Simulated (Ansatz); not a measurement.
Computed with DFT PBE, scalar-relativistic, plane waves, PAW (Ansatz). Settings: cutoff 420 eV, Γ-centred meshes spaced at most about 0.3 Å⁻¹, and about 0.25 Å⁻¹ or finer for metals (2π included), Gaussian smearing. Collinear spin in cells that started with moments and kept them past the coarse steps, no spin elsewhere.

All energies are static (0 K, no zero-point motion). All come from trial cells, and lower structures may exist.

Question: These unrelaxed guesses for ZrZn4N are each relaxed within their symmetry. Order them by the energy at which they end, lowest first.
A.

```cif
data_structure
_symmetry_space_group_name_H-M 'P6/mmm'
_symmetry_Int_Tables_number 191
_cell_length_a 3.6083
_cell_length_b 3.6083
_cell_length_c 8.9585
_cell_angle_alpha 90.000
_cell_angle_beta 90.000
_cell_angle_gamma 120.000
_cell_volume 101.01
loop_
_atom_site_label
_atom_site_type_symbol
_atom_site_symmetry_multiplicity
_atom_site_Wyckoff_symbol
_atom_site_fract_x
_atom_site_fract_y
_atom_site_fract_z
_atom_site_occupancy
Zr1 Zr 1 a 0.00000 0.00000 0.00000 1
Zn1 Zn 2 e 0.00000 0.00000 0.71077 1
Zn2 Zn 2 c 0.33333 0.66667 0.00000 1
N1 N 1 b 0.00000 0.00000 0.50000 1
```

B.

```cif
data_structure
_symmetry_space_group_name_H-M 'F-43m'
_symmetry_Int_Tables_number 216
_cell_length_a 6.7559
_cell_length_b 6.7559
_cell_length_c 6.7559
_cell_angle_alpha 90.000
_cell_angle_beta 90.000
_cell_angle_gamma 90.000
_cell_volume 308.35
loop_
_atom_site_label
_atom_site_type_symbol
_atom_site_symmetry_multiplicity
_atom_site_Wyckoff_symbol
_atom_site_fract_x
_atom_site_fract_y
_atom_site_fract_z
_atom_site_occupancy
Zr1 Zr 4 c 0.25000 0.25000 0.25000 1
Zn1 Zn 16 e 0.87548 0.37548 0.12452 1
N1 N 4 a 0.00000 0.00000 0.00000 1
```

C.

```cif
data_structure
_symmetry_space_group_name_H-M 'P-6m2'
_symmetry_Int_Tables_number 187
_cell_length_a 4.9385
_cell_length_b 4.9385
_cell_length_c 4.0479
_cell_angle_alpha 90.000
_cell_angle_beta 90.000
_cell_angle_gamma 120.000
_cell_volume 85.50
loop_
_atom_site_label
_atom_site_type_symbol
_atom_site_symmetry_multiplicity
_atom_site_Wyckoff_symbol
_atom_site_fract_x
_atom_site_fract_y
_atom_site_fract_z
_atom_site_occupancy
Zr1 Zr 1 a 0.00000 0.00000 0.00000 1
Zn1 Zn 1 e 0.66667 0.33333 0.00000 1
Zn2 Zn 3 k 0.99951 0.49975 0.50000 1
N1 N 1 c 0.33333 0.66667 0.00000 1
```

D.

```cif
data_structure
_symmetry_space_group_name_H-M 'F-43m'
_symmetry_Int_Tables_number 216
_cell_length_a 7.3778
_cell_length_b 7.3778
_cell_length_c 7.3778
_cell_angle_alpha 90.000
_cell_angle_beta 90.000
_cell_angle_gamma 90.000
_cell_volume 401.58
loop_
_atom_site_label
_atom_site_type_symbol
_atom_site_symmetry_multiplicity
_atom_site_Wyckoff_symbol
_atom_site_fract_x
_atom_site_fract_y
_atom_site_fract_z
_atom_site_occupancy
Zr1 Zr 4 b 0.50000 0.00000 0.00000 1
Zn1 Zn 16 e 0.15557 0.34443 0.65557 1
N1 N 4 a 0.00000 0.00000 0.00000 1
```

Answer: C (ends in P-6m2, 0 meV/atom), D (ends in F-43m, 185 meV/atom), B (ends in F-43m, 0.35 eV/atom), A (ends in P6/mmm, 0.57 eV/atom). Even the lowest end lies +0.32 eV/atom against the elements.

A magnetic state wasn't ruled out in cells without spin, among them F-43m at 15.4 Å³/atom. The magnetic state reached may not be the lowest. Cells relaxed within their symmetry can be saddle points. Some candidate types were left out of the draw beforehand, so a known form may be missing.
